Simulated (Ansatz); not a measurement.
Data:

PtC:
```
CELL_PARAMETERS angstrom
      0.00000     2.33451     2.33451
      2.33451     0.00000     2.33451
      2.33451     2.33451     0.00000
ATOMIC_POSITIONS crystal
  Pt 0.00000 0.00000 0.00000
  C  0.25000 0.25000 0.25000
```

This is the PBEsol-relaxed structure.

### Question
All from DFT-PBEsol in the program Ansatz with PAW potentials, unless another level is named. Estimate the Hill bulk and shear moduli.

### Answer
243 and 36.9 GPa.

### Question
Give the highest zone-centre frequency.

### Answer
567 cm^-1.

Space group F-43m (zinc blende). The start of the workflow was typed in or built on a structure type; neither database checked (COD, Materials Project) lists it. Its standing as an ambient phase is unchecked. The cell was relaxed with PBEsol under the symmetry of its start; whether a distortion lowers the energy is not shown. The run is not spin-polarised. Its formation energy is positive at this level, so the cell may be metastable or incomplete. As this level gives no gap, shear constants depend on the k-mesh and smearing (Fermi–Dirac, 0.1 eV here). As this level gives no gap, phonon frequencies hold no LO–TO term and depend on the k-mesh and smearing (Fermi–Dirac, 0.1 eV here). Spin–orbit coupling is left out wherever it is not named.

Potentials: the later of the program's two PAW sets.
